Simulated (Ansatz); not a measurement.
Computed with DFT PBE, scalar-relativistic, plane waves, PAW (Ansatz 0.2.0). Plane waves to 420 eV, an 8×8×2 mesh through Γ for the 12-atom cell and 0.02 eV Gaussian smearing; no spin polarisation.

The zero of energy is the elements' standard structures at the same level; no fitted shifts are applied. The references include black phosphorus.

Q: Suggest a trial structure for a tetragonal semiconductor made of Ga, In and P, with a gap near 1.2 eV, a formation energy near −0.39 eV/atom and a density near 4.13 g/cm³, in a cell of 12 atoms.

A: InGa5P6, space group P-4m2 (No. 115). In is surrounded by 4 P at 2.54 Å; around Ga on a site of symmetry 2mm lie 4 P at 2.39–2.40 Å; Ga on a second site of symmetry 2mm is surrounded by 4 P at 2.40 Å; P on its first site is surrounded by 2 Ga at 2.39 Å and 2 In at 2.54 Å; 3 more sites not described.

```cif
data_structure
_symmetry_space_group_name_H-M 'P-4m2'
_symmetry_Int_Tables_number 115
_cell_length_a 3.9407
_cell_length_b 3.9407
_cell_length_c 16.7971
_cell_angle_alpha 90.000
_cell_angle_beta 90.000
_cell_angle_gamma 90.000
_cell_volume 260.84
loop_
_atom_site_label
_atom_site_type_symbol
_atom_site_symmetry_multiplicity
_atom_site_Wyckoff_symbol
_atom_site_fract_x
_atom_site_fract_y
_atom_site_fract_z
_atom_site_occupancy
In1 In 1 c 0.50000 0.50000 0.50000 1
Ga1 Ga 2 e 0.00000 0.00000 0.67548 1
Ga2 Ga 2 f 0.50000 0.50000 0.16219 1
Ga3 Ga 1 a 0.00000 0.00000 0.00000 1
P1 P 2 g 0.50000 0.00000 0.40482 1
P2 P 2 g 0.00000 0.50000 0.24329 1
P3 P 2 g 0.50000 0.00000 0.08109 1
```

| Property | Result |
| --- | --- |
| Volume per atom | 21.74 Å³ |
| Density | 4.13 g/cm³ |
| Formation energy | −0.388 eV/atom |
| Gap on the 8×8×2 mesh of the 12-atom cell | 1.24 eV |

The cell was found from a structure generator's guess, not taken from experiment. The answer needn't be unique; the calculation gave this one.

Kohn–Sham gaps at this level usually fall short of measured ones. The reference form of P is held partly by dispersion forces, which this level lacks. Symmetry constrained the relaxation, so the result can be a saddle point.
